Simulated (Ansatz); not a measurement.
A relaxation computed with Ansatz, from input to last step.

```yaml
crystal:
  lattice:
    - [3.6473822911, 0.0, 0.0]
    - [0.0, 3.6473822911, 0.0]
    - [0.0, 0.0, 7.8391499989]
  atoms:
    - { symbol: Ti, position: [0.5, 0.0, 0.818] }
    - { symbol: Ti, position: [0.0, 0.5, 0.182] }
    - { symbol: Ti, position: [0.0, 0.0, 0.5] }
    - { symbol: Ti, position: [0.5, 0.5, 0.5] }
    - { symbol: Ge, position: [0.0, 0.0, 0.0] }
    - { symbol: Ge, position: [0.5, 0.5, 0.0] }
    - { symbol: C, position: [0.0, 0.5, 0.7622] }
    - { symbol: C, position: [0.5, 0.0, 0.2378] }
basis:
  ecutwfc: 420
kpoints:
  mp_grid: { grid: [6, 6, 2] }
hamiltonian:
  xc: pbesol
scf:
  occupations: { method: gaussian, width: 0.1 }
  lower_state_search: "off"
output:
  forces: true
  stress: true
  eigenvalues: true
relax:
  adjacent_minimum: "off"
  f_tol: 0.04
  max_steps: 70
  cell: { stress_tol: 0.4 }
```

```bash
ansatz run input.yaml --threads 1 --pin off --max-ram 2560MiB --backend cpu --events-out ev --progress --plain --runs-dir out
```

The calculation used DFT PBEsol, scalar-relativistic, plane waves, PAW (Ansatz 0.2.0).

Of 12 frames 9 are shown, positions in Å and forces in eV/Å; the SCF threshold varies from step to step. Steps run on the plane waves of an earlier cell, with a Pulay correction in the pressure. The basis is chosen afresh for the last frame, the zero of the energies, and at times for earlier ones too; energy and pressure step there, also at an unchanged geometry. Here that happened at step 10 (-2 meV/atom, 0.3 GPa); the frames before carry an error of that size.

```xyz
8
Lattice="3.6474 0.0000 0.0000 0.0000 3.6474 0.0000 0.0000 0.0000 7.8392" Properties=species:S:1:pos:R:3:forces:R:3 pbc="T T T" step=1 free_energy_over_end_meV_per_atom=1177.12 pressure_GPa=12.07
Ti    1.8237    0.0000    6.4124    0.0000    0.0000   -8.5584
Ti    0.0000    1.8237    1.4267    0.0000    0.0000    8.5584
Ti    0.0000    0.0000    3.9196    0.0000    0.0000    0.0000
Ti    1.8237    1.8237    3.9196    0.0000    0.0000    0.0000
Ge    0.0000    0.0000    0.0000    0.0000    0.0000    0.0000
Ge    1.8237    1.8237    0.0000    0.0000    0.0000    0.0000
C     0.0000    1.8237    5.9750    0.0000    0.0000   -3.9185
C     1.8237    0.0000    1.8641    0.0000    0.0000    3.9185
8
Lattice="3.6145 0.0000 0.0000 0.0000 3.6145 0.0000 0.0000 0.0000 7.9428" Properties=species:S:1:pos:R:3:forces:R:3 pbc="T T T" step=2 free_energy_over_end_meV_per_atom=649.54 pressure_GPa=1.17
Ti    1.8073    0.0000    6.2999    0.0000    0.0000   -4.8947
Ti    0.0000    1.8073    1.6429    0.0000    0.0000    4.8947
Ti    0.0000    0.0000    3.9714    0.0000    0.0000    0.0000
Ti    1.8073    1.8073    3.9714    0.0000    0.0000    0.0000
Ge    0.0000    0.0000    0.0000    0.0000    0.0000    0.0000
Ge    1.8073    1.8073    0.0000    0.0000    0.0000    0.0000
C     0.0000    1.8073    5.8953    0.0000    0.0000   -3.5983
C     1.8073    0.0000    2.0475    0.0000    0.0000    3.5983
8
Lattice="3.5254 0.0000 0.0000 0.0000 3.5254 0.0000 0.0000 0.0000 8.1716" Properties=species:S:1:pos:R:3:forces:R:3 pbc="T T T" step=3 free_energy_over_end_meV_per_atom=289.36 pressure_GPa=-1.10
Ti    1.7627    0.0000    6.3186    0.0000    0.0000   -1.1603
Ti    0.0000    1.7627    1.8529    0.0000    0.0000    1.1603
Ti    0.0000    0.0000    4.0858    0.0000    0.0000    0.0000
Ti    1.7627    1.7627    4.0858    0.0000    0.0000    0.0000
Ge    0.0000    0.0000    0.0000    0.0000    0.0000    0.0000
Ge    1.7627    1.7627    0.0000    0.0000    0.0000    0.0000
C     0.0000    1.7627    5.8615    0.0000    0.0000   -3.0631
C     1.7627    0.0000    2.3101    0.0000    0.0000    3.0631
8
Lattice="3.4509 0.0000 0.0000 0.0000 3.4509 0.0000 0.0000 0.0000 8.5239" Properties=species:S:1:pos:R:3:forces:R:3 pbc="T T T" step=5 free_energy_over_end_meV_per_atom=18.33 pressure_GPa=3.62
Ti    1.7254    0.0000    6.5388    0.0000    0.0000   -0.4546
Ti    0.0000    1.7254    1.9851    0.0000    0.0000    0.4546
Ti    0.0000    0.0000    4.2619    0.0000    0.0000    0.0000
Ti    1.7254    1.7254    4.2619    0.0000    0.0000    0.0000
Ge    0.0000    0.0000    0.0000    0.0000    0.0000    0.0000
Ge    1.7254    1.7254    0.0000    0.0000    0.0000    0.0000
C     0.0000    1.7254    5.6953    0.0000    0.0000   -0.5758
C     1.7254    0.0000    2.8286    0.0000    0.0000    0.5758
8
Lattice="3.4499 0.0000 0.0000 0.0000 3.4499 0.0000 0.0000 0.0000 8.9159" Properties=species:S:1:pos:R:3:forces:R:3 pbc="T T T" step=6 free_energy_over_end_meV_per_atom=8.89 pressure_GPa=-2.24
Ti    1.7250    0.0000    6.7715    0.0000    0.0000    0.5196
Ti    0.0000    1.7250    2.1444    0.0000    0.0000   -0.5196
Ti    0.0000    0.0000    4.4579    0.0000    0.0000    0.0000
Ti    1.7250    1.7250    4.4579    0.0000    0.0000    0.0000
Ge    0.0000    0.0000    0.0000    0.0000    0.0000    0.0000
Ge    1.7250    1.7250    0.0000    0.0000    0.0000    0.0000
C     0.0000    1.7250    5.8681    0.0000    0.0000   -0.0739
C     1.7250    0.0000    3.0477    0.0000    0.0000    0.0739
8
Lattice="3.4528 0.0000 0.0000 0.0000 3.4528 0.0000 0.0000 0.0000 8.7732" Properties=species:S:1:pos:R:3:forces:R:3 pbc="T T T" step=7 free_energy_over_end_meV_per_atom=2.63 pressure_GPa=0.22
Ti    1.7264    0.0000    6.6957    0.0000    0.0000    0.0738
Ti    0.0000    1.7264    2.0775    0.0000    0.0000   -0.0738
Ti    0.0000    0.0000    4.3866    0.0000    0.0000    0.0000
Ti    1.7264    1.7264    4.3866    0.0000    0.0000    0.0000
Ge    0.0000    0.0000    0.0000    0.0000    0.0000    0.0000
Ge    1.7264    1.7264    0.0000    0.0000    0.0000    0.0000
C     0.0000    1.7264    5.7782    0.0000    0.0000    0.0250
C     1.7264    0.0000    2.9949    0.0000    0.0000   -0.0250
8
Lattice="3.4568 0.0000 0.0000 0.0000 3.4568 0.0000 0.0000 0.0000 8.7650" Properties=species:S:1:pos:R:3:forces:R:3 pbc="T T T" step=8 free_energy_over_end_meV_per_atom=2.55 pressure_GPa=-0.03
Ti    1.7284    0.0000    6.6983    0.0000    0.0000   -0.0718
Ti    0.0000    1.7284    2.0667    0.0000    0.0000    0.0718
Ti    0.0000    0.0000    4.3825    0.0000    0.0000    0.0000
Ti    1.7284    1.7284    4.3825    0.0000    0.0000    0.0000
Ge    0.0000    0.0000    0.0000    0.0000    0.0000    0.0000
Ge    1.7284    1.7284    0.0000    0.0000    0.0000    0.0000
C     0.0000    1.7284    5.7748    0.0000    0.0000   -0.0079
C     1.7284    0.0000    2.9902    0.0000    0.0000    0.0079
8
Lattice="3.4587 0.0000 0.0000 0.0000 3.4587 0.0000 0.0000 0.0000 8.7505" Properties=species:S:1:pos:R:3:forces:R:3 pbc="T T T" step=10 free_energy_over_end_meV_per_atom=0.15 pressure_GPa=0.38
Ti    1.7293    0.0000    6.6837    0.0000    0.0000    0.0021
Ti    0.0000    1.7293    2.0668    0.0000    0.0000   -0.0021
Ti    0.0000    0.0000    4.3753    0.0000    0.0000    0.0000
Ti    1.7293    1.7293    4.3753    0.0000    0.0000    0.0000
Ge    0.0000    0.0000    0.0000    0.0000    0.0000    0.0000
Ge    1.7293    1.7293    0.0000    0.0000    0.0000    0.0000
C     0.0000    1.7293    5.7649    0.0000    0.0000   -0.0055
C     1.7293    0.0000    2.9856    0.0000    0.0000    0.0055
8
Lattice="3.4565 0.0000 0.0000 0.0000 3.4565 0.0000 0.0000 0.0000 8.7791" Properties=species:S:1:pos:R:3:forces:R:3 pbc="T T T" step=12 free_energy_over_end_meV_per_atom=0.00 pressure_GPa=0.07
Ti    1.7282    0.0000    6.7043    0.0000    0.0000    0.0025
Ti    0.0000    1.7282    2.0748    0.0000    0.0000   -0.0025
Ti    0.0000    0.0000    4.3896    0.0000    0.0000    0.0000
Ti    1.7282    1.7282    4.3896    0.0000    0.0000    0.0000
Ge    0.0000    0.0000    0.0000    0.0000    0.0000    0.0000
Ge    1.7282    1.7282    0.0000    0.0000    0.0000    0.0000
C     0.0000    1.7282    5.7824    0.0000    0.0000   -0.0062
C     1.7282    0.0000    2.9967    0.0000    0.0000    0.0062
```

The start puts this composition into another compound's structure type, which needn't suit it. At the end the space group is P4/nmm (tolerance 0.05 Å).

Time: 95 s on 1 thread of Arm Neoverse V1, with other jobs on the host, peak memory 0.42 GiB.

The k mesh is coarse.